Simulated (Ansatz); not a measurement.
Input and output for Ta (hcp type): DFT, LDA, all-electron LAPW, scalar-relativistic (Ansatz 0.2.0). This run: one bond, the shortest of the undistorted cell, set to 2.066 Å.

This is a prototype cell at a chosen volume, and whether it is the ground state is a separate question.

Command: `ansatz run input.yaml --threads 1 --pin off --max-ram 2048MiB --backend cpu --events-out ev --progress --plain --runs-dir out` It took 4.9 min on 1 thread of Arm Neoverse V1, with other jobs on the host, peak memory 1.7 GiB.

```yaml
crystal:
  lattice:
    - [2.966956471, 0.0, 0.0]
    - [-1.4834782355, 2.5694596758, 0.0]
    - [0.0, 0.0, 4.806469483]
  atoms:
    - { symbol: Ta, position: [0.2333333333, 0.6166666667, 0.175] }
    - { symbol: Ta, position: [0.7666666667, 0.3833333333, 0.825] }
kpoints:
  mp_grid: { grid: [12, 12, 6] }
scf:
  occupations: { method: fermi_dirac, width: 0.05 }
hamiltonian:
  xc: lda
  pseudopotentials: { kind: all_electron, lapw: { basis_error: 0.001 } }
output:
  forces: true
  stress: true
  eigenvalues: true
  populations: true
```

Output:

```
Ta: projections on atomic orbitals take those of the free atom 1s2 2s2 2p6 3s2 3p6 3d10 4s2 4p6 4d10 4f14 5s2 5p6 5d3 6s2, of charge +0.00 (hamiltonian.pseudopotentials.projection_atoms)
LAPW: plane waves up to 12.602 Å⁻¹, error target 1.0e-3 eV per atom; small_component_spin mean_spin; Ta in spheres of 1.033 Å, 45 of its electrons in bands, Dirac shells [] (how accurate: hamiltonian.pseudopotentials.lapw.basis_error, Limitations)
Engine: ansatz 0.2.0
Pseudopotentials: kind: all_electron
Pseudopotential: Ta, LAPW, valence charge 45, lapw/all_electron/scalar/gaussian/Ta, Koelling and Harmon's equation, gaussian nucleus
Functional definition: SPW92
  exchange = slater_x
  correlation = pw_c
Crystal: 2 atoms, lattice volume = 36.642 Å³
Basis set: ecut = 605.0655528093893 eV, 1237 PW (Γ), exchange–correlation at level 2
Bands: 54, of which v1, the nominal top of the filled ones, is band 45 counted from 1 (44 counted from 0)
Symmetry: 4 space group operations
Space group: C2/m (ITA 12), of the structure as read, at distance tolerance 3.3e-5 Å
k-points: 242 of 864
Non-local potential: Ta, projectors of the file, none
Initial density: superposition of atomic densities (chi_scale 0.1, normalization cell)
Initial wavefunctions: plane waves of lowest kinetic energy (no species holds an atomic orbital)
Functional: x = slater, c = lda
iter 1 solved again at ethr=7.45e-3 eV; its pass at ethr=1.00e-1 eV (dr2=6.71e0 eV) is discarded
SCF iter   1: F=—  HF=-848637.151278 eV  |F-HF|=—  |Δ(HF+E_count)|=         —  Δρ=7.74e-2  dr2=6.71e0  ethr=7.45e-3  ⟨swp⟩=2.0  Hψ=82027  notcnv=0
preconditioner: auto → LDOS  [metal: Δε(μ)=0.008 eV  Ē_g=25.179 eV  σ=0.050 eV  W_gap=0.04  n_scr=22 (ndim 8)  ℏωp=43.4 eV  f_vac=0.101  D(μ)=1.24/eV (n_scr^D=8)  β→1.0]
SCF iter   2: F=—  HF=-848636.048206 eV  |F-HF|=—  |Δ(HF+E_count)|=    1.10e0  Δρ=5.34e-2  dr2=1.65e0  ethr=7.45e-3  ⟨swp⟩=3.0  Hψ=40505  notcnv=0
iter 3 solved again at ethr=5.59e-5 eV; its pass at ethr=1.83e-3 eV (dr2=5.03e-2 eV) is discarded
SCF iter   3: F=—  HF=-848635.486328 eV  |F-HF|=—  |Δ(HF+E_count)|=   5.62e-1  Δρ=7.43e-3  dr2=5.02e-2  ethr=5.59e-5  ⟨swp⟩=2.0  Hψ=65368  notcnv=0
SCF iter   4: F=—  HF=-848635.419914 eV  |F-HF|=—  |Δ(HF+E_count)|=         —  Δρ=3.42e-3  dr2=7.54e-3  ethr=5.58e-5  ⟨swp⟩=2.0  Hψ=38232  notcnv=0
the basis was enlarged: its passes take 351.4 KiB over the memory plan, 1 of 1 planned eigensolver slots
SCF iter   5: F=—  HF=-848635.414441 eV  |F-HF|=—  |Δ(HF+E_count)|=   5.47e-3  Δρ=1.62e-3  dr2=5.54e-4  ethr=8.38e-6  ⟨swp⟩=2.0  Hψ=36417  notcnv=0
SCF iter   6: F=—  HF=-848635.414440 eV  |F-HF|=—  |Δ(HF+E_count)|=   1.28e-6  Δρ=4.14e-4  dr2=4.90e-5  ethr=6.16e-7  ⟨swp⟩=2.0  Hψ=36415  notcnv=0
SCF iter   7: F=—  HF=-848635.414436 eV  |F-HF|=—  |Δ(HF+E_count)|=   4.36e-6  Δρ=7.54e-5  dr2=1.49e-6  ethr=5.44e-8  ⟨swp⟩=2.0  Hψ=36414  notcnv=0
SCF iter   8: F=-848635.414435 eV  HF=-848635.414435 eV  |F-HF|=7.02e-8  |Δ(HF+E_count)|=   1.93e-7  Δρ=1.62e-5  dr2=7.16e-8  ethr=1.66e-9  ⟨swp⟩=2.0  Hψ=36413  notcnv=0
SCF 1 converged in 8 iterations: F = -848635.414435 eV  dr2 = 7.16e-8
SCF converged after 8 iterations
Free energy (F): -848635.414435 eV
Harris-Foulkes:  -848635.414435 eV  (|F-HF|=7.02e-8)
Internal energy: -848635.397338 eV  (E = F + TS)
E sigma→0 (E₀):  -848635.405886 eV
Entropy (-TS):   -0.017098 eV (-8.549 meV/atom)
Fermi energy:    24.162261 eV
--- Per-component energies (eV) ---
  E_band       = -10220.303954
  E_kinetic    = 947083.435603
  E_xc         = -16750.183435
  E_electrostatic = -1778968.649506  (all electrons and nuclei)
  E_smearing   = -0.017098  (= −TS)
  E_closure    = 0.000000  (closes the sum)
  E_atoms      = -848617.697876  (free atoms, spherical and without spin; not in F)
  Σ components = -848635.414435   (vs F -848635.414435, Δ=0.00e0)
  Basis errors (estimates in eV, not in F): energy 4.6e-4 per atom: plane waves 4.1e-4 (2.5e-4 summed), levels above the bands 1.4e-98, relativity 5.6e-8, radial functions 4.9e-5, core shells 6.0e-10; eigenvalues (radial functions only) 3.7e-7; not estimated: angular momenta, meshes, grids; target (lapw.basis_error) 1.0e-3; muffin-tin radii Ta 1.033 Å
--- Forces (eV/Å), atoms counted from 1 ---
  atom   1  Ta     3.26672786     1.88604621     9.91268176
  atom   2  Ta    -3.26672786    -1.88604621    -9.91268176
  max |Σ_I F_I| component: 0.00e0 eV/Å
--- Stress (GPa, compression-positive) ---
       29.717203       0.992854      21.344622
        0.992854      28.570754      12.323323
       21.344622      12.323323      52.193129
  P = ⅓ Tr σ = 36.8270 GPa (368.270 kbar)
--- Band table (eV; the first three rows and the last of 242) ---
  k-point 0: bands = ["-508.3621", "-508.3621", "-369.3658", "-369.3657", "-369.3360", "-369.3360", "-369.3197", "-369.3197", "-191.4437", "-191.4422", "-191.4328", "-191.4321", "-191.4156", "-191.4151", "-191.4052", "-191.4048", "-191.3898", "-191.3898", "-43.5451", "-42.5687", "-12.1514", "-9.4834", "-9.3342", "-9.2425", "-9.0154", "-7.5499", "5.0561", "5.0682", "5.1135", "5.1941", "5.2255", "5.2381", "5.3028", "5.3056", "5.3186", "5.3272", "5.3398", "5.3418", "5.3789", "5.4017", "16.3636", "18.9704", "21.9788", "23.1579", "23.3521", "23.7460", "25.7669", "26.4814", "29.1432", "29.1488", "30.0792", "30.1947", "33.6497", "36.6428"]
  k-point 1: bands = ["-508.3621", "-508.3621", "-369.3658", "-369.3657", "-369.3360", "-369.3360", "-369.3197", "-369.3197", "-191.4437", "-191.4422", "-191.4328", "-191.4321", "-191.4156", "-191.4151", "-191.4052", "-191.4048", "-191.3898", "-191.3897", "-43.5442", "-42.5698", "-12.1370", "-9.4756", "-9.3339", "-9.2556", "-9.0157", "-7.5682", "5.0563", "5.0689", "5.1131", "5.1944", "5.2248", "5.2376", "5.3019", "5.3066", "5.3189", "5.3281", "5.3391", "5.3418", "5.3794", "5.4015", "16.5798", "18.9541", "21.7902", "23.1054", "23.3049", "23.7975", "25.3940", "26.1917", "29.3232", "29.5793", "30.2374", "30.3735", "33.6600", "36.7791"]
  k-point 2: bands = ["-508.3621", "-508.3621", "-369.3658", "-369.3657", "-369.3360", "-369.3360", "-369.3197", "-369.3197", "-191.4437", "-191.4422", "-191.4328", "-191.4321", "-191.4156", "-191.4151", "-191.4052", "-191.4048", "-191.3898", "-191.3897", "-43.5423", "-42.5720", "-12.1076", "-9.4556", "-9.3331", "-9.2867", "-9.0165", "-7.6046", "5.0566", "5.0702", "5.1123", "5.1952", "5.2234", "5.2367", "5.3008", "5.3080", "5.3193", "5.3298", "5.3377", "5.3418", "5.3803", "5.4012", "17.1145", "18.8808", "21.3000", "23.0085", "23.2110", "23.9182", "24.5873", "26.2102", "29.4964", "29.6925", "30.5539", "31.1519", "33.5452", "37.3437"]
  k-point 241: bands = ["-508.3621", "-508.3621", "-369.3658", "-369.3657", "-369.3360", "-369.3360", "-369.3197", "-369.3197", "-191.4437", "-191.4422", "-191.4328", "-191.4321", "-191.4156", "-191.4151", "-191.4052", "-191.4048", "-191.3898", "-191.3897", "-43.3333", "-42.6509", "-12.4170", "-10.8109", "-9.9398", "-8.9625", "-8.8148", "-7.7090", "5.0296", "5.0983", "5.1262", "5.1987", "5.2070", "5.2627", "5.2874", "5.2954", "5.3175", "5.3179", "5.3302", "5.3666", "5.3874", "5.3952", "19.0200", "20.2155", "21.5797", "24.1118", "24.3656", "26.5351", "26.6851", "28.5664", "28.7179", "29.2163", "30.3422", "31.7034", "33.7933", "34.6605"]
--- Löwdin populations: 2 sites ---
  site symbol       q [e]
     0     Ta     72.9449
     1     Ta     72.9449
  spilling = 0.000755 (of n_electrons = 146.000000)
```

populations.tsv:

```
# site	symbol	l	j	q
# orbitals = lowdin
# n_electrons = 146.000000
# spilling = 0.000755
# projection_atom_Ta: 1s2 2s2 2p6 3s2 3p6 3d10 4s2 4p6 4d10 4f14 5s2 5p6 5d3 6s2
0	Ta	0_1S	-	1.999999
0	Ta	0_2S	-	1.999961
0	Ta	0_3S	-	1.999523
0	Ta	0_4S	-	1.995153
0	Ta	0_5S	-	1.931792
0	Ta	0_6S	-	0.798788
0	Ta	1_2P	-	6.000000
0	Ta	1_3P	-	5.999988
0	Ta	1_4P	-	5.999518
0	Ta	1_5P	-	5.941036
0	Ta	2_3D	-	9.999997
0	Ta	2_4D	-	9.999877
0	Ta	2_5D	-	4.283407
0	Ta	3_4F	-	13.995822
1	Ta	0_1S	-	1.999999
1	Ta	0_2S	-	1.999961
1	Ta	0_3S	-	1.999523
1	Ta	0_4S	-	1.995153
1	Ta	0_5S	-	1.931792
1	Ta	0_6S	-	0.798788
1	Ta	1_2P	-	6.000000
1	Ta	1_3P	-	5.999988
1	Ta	1_4P	-	5.999518
1	Ta	1_5P	-	5.941036
1	Ta	2_3D	-	9.999997
1	Ta	2_4D	-	9.999877
1	Ta	2_5D	-	4.283407
1	Ta	3_4F	-	13.995822
```

Spin–orbit coupling is left out, which matters for the heavy atoms.
